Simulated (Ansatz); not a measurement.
Relaxed-ion elastic tensor of ZnCu2SiTe4 in space group I-42m (No. 121; Zn on 2a, Si on 2b, Cu on 4d, Te on 8i) in GPa (Voigt order), the program Ansatz at the PBEsol level (PAW); density 5.84 g/cm³, 25.97 Å³ per atom.

```csv
,1,2,3,4,5,6
1,81.8,46.6,48.2,0.0,0.0,0.0
2,46.6,81.8,48.2,0.0,0.0,0.0
3,48.2,48.2,81.3,0.0,0.0,0.0
4,0.0,0.0,0.0,36.5,0.0,0.0
5,0.0,0.0,0.0,0.0,36.5,0.0
6,0.0,0.0,0.0,0.0,0.0,35.3
```

Problem. Is the crystal mechanically stable?

Solution. Yes: the smallest eigenvalue of C is 32.8 GPa.

Problem. Work out the Voigt, Reuss and Hill averages.

Solution. K_V = 59.0, K_R = 59.0, K_H = 59.0; G_V = 28.5, G_R = 24.9, G_H = 26.7 GPa.

Problem. Give Young's modulus, Poisson's ratio, Pugh's ratio and the universal anisotropy index.

Solution. E = 9KG/(3K + G) = 69.5 GPa; ν = 0.30; K/G = 2.21 (ductile by the Pugh limit of 1.75); A_U = 5G_V/G_R + K_V/K_R − 6 = 0.72.

Problem. Estimate the sound speeds and the Debye temperature.

Solution. v_l = √((K + 4G/3)/ρ) = 4020 m/s, v_t = √(G/ρ) = 2140 m/s, mean 2390 m/s; Θ = (h/k)(3n/4πV)^(1/3) v_m = 240 K.

Problem. Solve the Christoffel equation for the three sound speeds along x, y, z.

Solution. Eigenvalues of C_ijkl n_j n_l equal ρv². In km/s, slowest first: x 2.46, 2.50, 3.74; y 2.46, 2.50, 3.74; z 2.50, 2.50, 3.73.

Problem. How much does each axis shrink under pressure?

Solution. Linear compressibilities β_i = Σ_j S_ij (j = 1 to 3): x 5.7, y 5.7, z 5.5 per TPa.

The workflow started from a Materials Project entry (that database holds measured and hypothetical structures alike); the Crystallography Open Database copy checked does not list it. Whether it is the stable phase at ambient conditions was not checked. The cell was relaxed with PBEsol under the symmetry of its start; whether a distortion lowers the energy is not shown. The run is not spin-polarised. Scalar-relativistic: spin–orbit coupling is off unless named, which matters more the heavier the elements.

Potentials: the later of the program's two PAW sets.
